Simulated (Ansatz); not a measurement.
Relaxed SnO (litharge type, space group P4/nmm):

```
CELL_PARAMETERS angstrom
      3.76899     0.00000     0.00000
      0.00000     3.76899     0.00000
      0.00000     0.00000     4.56019
ATOMIC_POSITIONS crystal
  Sn 0.50000 0.00000 0.25342
  Sn 0.00000 0.50000 0.74658
  O  0.00000 0.00000 0.00000
  O  0.50000 0.50000 0.00000
```

Scan: atom 3 (O, nearest neighbour Sn at 2.211 Å; its periodic images, 3.8 Å or more away, move with it) is displaced along Cartesian z, direction (0.000, 0.000, 1.000) in Cartesian axes, by s. The other atoms stay.

Method: PBEsol-D3(BJ) (plane waves to 420 eV, PAW, scalar-relativistic; Ansatz, an electronic-structure program). k mesh 10×10×8 (Γ-centred), Fermi-Dirac smearing 0.05 eV. E stands for the smeared free energy. With partly filled bands, energies and forces of such displacements shift with the k mesh and the smearing. SnO was relaxed with its symmetry unable to fall. The PAW data are Ansatz's earlier set. The zero of ΔE is the undisplaced structure. The last digit holds for this mesh only.

```csv
s (Å),ΔE (meV/cell)
-0.440,651.6
-0.352,426.8
-0.264,244.2
-0.176,109.8
-0.088,27.6
0.000,0.0
0.088,27.6
0.176,109.8
0.264,244.2
0.352,426.8
0.440,651.6
```

**Question.** What force constant k = d²E/ds² at s = 0 does the table give?

**Answer.** 7.2 eV/Å². It is the second difference of the nearest points, corrected with the next pair.

**Question.** With k = 7.16 eV/Å² from the forces, is the well harmonic out to s = 0.440 Å?

**Answer.** ½ks² = 693 meV/cell against the computed 652 meV/cell, so the well is softer than harmonic there.

(For displaced atoms, the force is minus the slope of the energy, and its curvature is a force constant, which sets phonon frequencies.)
